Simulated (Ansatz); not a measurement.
System: Au (fcc type), 1 atom in the cell.

```xyz
1
Lattice="0.0000 2.0801 2.0801 2.0801 0.0000 2.0801 2.0801 2.0801 0.0000" Properties=species:S:1:pos:R:3 pbc="T T T"
Au    0.0000    0.0000    0.0000
```

Code and potentials: Ansatz PAW hard set, 700 eV. Settings of the plain PBE run: k-mesh 4×4×4 Γ-centred; Fermi–Dirac smearing of 0.15 eV; no spin polarisation; no spin–orbit coupling.

Plain PBE gives:

* Pressure: 1.64 GPa

Task: What changes under PBE with spin–orbit coupling?

Result: The pressure decreases by 1.13 GPa to 0.51 GPa.

The stress includes the program's correction for the finite plane-wave basis.

The k-mesh is coarse, so these values belong to this mesh and can lie far from the converged ones.
